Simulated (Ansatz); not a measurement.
Profile along the Zn–Zn line in Zn (hcp, Mg type)

Zn (hcp, Mg type)

```xyz
2
Lattice="2.6226 0.0000 0.0000 -1.3113 2.2713 0.0000 0.0000 0.0000 5.1887" Properties=species:S:1:pos:R:3 pbc="T T T"
Zn     0.0000     1.5142     3.8915
Zn     1.3113     0.7571     1.2972
```

Fields along a shortest Zn–Zn line of a (0001) plane (2.62 Å), from Zn to Zn, interpolated on the slice's grid (step about 0.1 Å). These are PBE (plane waves to 420 eV, PAW, scalar-relativistic; Ansatz, an electronic-structure program) values and carry that method's errors. k mesh 20×20×9. Inside the PAW spheres the values are not all-electron values, and peaks at nuclei hang on which shells count as valence. Zn was relaxed with its symmetry unable to fall.

```json
[
 {"distance from Zn (Å)": "0.00", "valence electron density (e/Å³)": "45.87", "electron localisation function": "x"},
 {"distance from Zn (Å)": "0.26", "valence electron density (e/Å³)": "21.66", "electron localisation function": "x"},
 {"distance from Zn (Å)": "0.52", "valence electron density (e/Å³)": "3.41", "electron localisation function": "0.04"},
 {"distance from Zn (Å)": "0.79", "valence electron density (e/Å³)": "0.76", "electron localisation function": "0.19"},
 {"distance from Zn (Å)": "1.05", "valence electron density (e/Å³)": "0.33", "electron localisation function": "0.24"},
 {"distance from Zn (Å)": "1.31", "valence electron density (e/Å³)": "0.26", "electron localisation function": "0.34"},
 {"distance from Zn (Å)": "1.57", "valence electron density (e/Å³)": "0.33", "electron localisation function": "0.24"},
 {"distance from Zn (Å)": "1.83", "valence electron density (e/Å³)": "0.76", "electron localisation function": "0.19"},
 {"distance from Zn (Å)": "2.10", "valence electron density (e/Å³)": "3.41", "electron localisation function": "0.04"},
 {"distance from Zn (Å)": "2.36", "valence electron density (e/Å³)": "21.66", "electron localisation function": "x"},
 {"distance from Zn (Å)": "2.62", "valence electron density (e/Å³)": "45.87", "electron localisation function": "x"}
]
```

x: too close to a nucleus for the ELF to mean much.

Density on the Zn–Zn line (2.62 Å) at its midpoint: 0.26 e/Å³. ELF at that point: 0.34.
